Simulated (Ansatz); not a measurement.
CuI:
```xyz
2
Lattice="0.0000 2.9697 2.9697 2.9697 0.0000 2.9697 2.9697 2.9697 0.0000" Properties=species:S:1:pos:R:3 pbc="T T T"
I      4.4545     4.4545     4.4545
Cu     0.0000     0.0000     0.0000
```

x, y and z are the axes in which the lattice vectors are written.

**Question.** Give the high-frequency dielectric tensor and the Born effective charge tensors of the independent atoms from DFPT, PBEsol (plane waves, PAW; program Ansatz).

**Answer.** 
ε∞:
```
6.70  0.00  0.00
0.00  6.70  0.00
0.00  0.00  6.70
```
Z* of atom 1 (I), rows: field, columns: displacement, in e:
```
-1.00   0.00   0.00
 0.00  -1.00   0.00
 0.00   0.00  -1.00
```
Z* of atom 2 (Cu), rows: field, columns: displacement, in e:
```
1.00  0.00  0.00
0.00  1.00  0.00
0.00  0.00  1.00
```

Space group F-43m (zinc blende). Symmetry was held in the PBEsol relaxation. No spin polarisation was allowed. Scalar-relativistic: spin–orbit coupling is off unless named, which matters more the heavier the elements.

Potentials: the later of the program's two PAW sets.
